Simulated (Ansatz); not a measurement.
MoPd (L1₀ or tetragonal B2, P4/mmm), PBEsol (plane waves, PAW; program Ansatz), all energies at zero smearing, with the estimated change up to a 700 eV cutoff added, with one set of potentials and settings (totals compare only within such a set). Cell of 2 atoms (1 Pd, 1 Mo): -11804.144 eV.

| element | reference phase | E (eV/atom) |
|---|---|---|
| Pd | Fm-3m, 1 atoms in the cell | -6906.6520 |
| Mo | Im-3m, 1 atoms in the cell | -4897.4695 |

Formation energy per atom, worked out: (-11804.144 − 1×(-6906.6520) − 1×(-4897.4695))/2 = -0.011 eV/atom (-1 kJ per mol of atoms), at 0 K, without zero-point energy or fitted corrections.

The start of the workflow was typed in or built on a structure type; neither database checked (COD, Materials Project) lists it. Whether it is the stable phase at ambient conditions was not checked. The PBEsol relaxation kept the symmetry of its start; its stability against distortions is not shown here. The run is not spin-polarised. The references are the lowest solids computed at this level, not always the standard phases.

Potentials: the later of the program's two PAW sets.
